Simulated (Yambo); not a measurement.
A G0W0@LDA run in Yambo for RbO2H3 (space group Cmc2_1, No. 36) (4×4×2 Γ-centred k mesh, 147 bands and a 6 Ry block in the screening, 147 bands in G with the Bruneval-Gonze terminator, plasmon pole fitted at 27.2 eV) gives these matrix elements, in eV, at the band edges ((0.25, -0.5, 0) → Γ):

```csv
state,E0,<Vxc>,<Σx>,<Σc(E0)>,Z
valence edge,0.000,-18.687,-24.645,3.971,0.808
conduction edge,4.269,-9.595,-5.070,-3.043,0.878
```

Solve the linearised quasiparticle equation for both states, give the gap, and say how exchange and correlation each act on it.

E = E0 + Z(Σx + Σc − Vxc). Valence: 0.000 + 0.808 × (-24.645 + (3.971) − (-18.687)) = -1.61 eV. Conduction: 4.269 + 0.878 × (-5.070 + (-3.043) − (-9.595)) = 5.57 eV. The gap is 7.18 eV, against 4.27 eV in LDA. Replacing Vxc by bare exchange alone would open it by 10.48 eV; correlation takes back 7.01 eV of that, and Z scales what is left. Nearest settings tried, and what they do to the gap: 116 bands in W, 116 bands in G: +22 meV; 2 Ry block (55 vectors against 243): +135 meV. Not varied: mesh. So the settings aren't converged at that level. 

Geometry of the Materials Project entry, not relaxed at this level; primitive cell a = 5.8325 Å, b = 5.8325 Å, c = 5.9398 Å, α = 90.00°, β = 90.00°, γ = 137.57°.

The structure is a Materials Project entry; no match was found in the copy of COD used, and its stability was not checked.
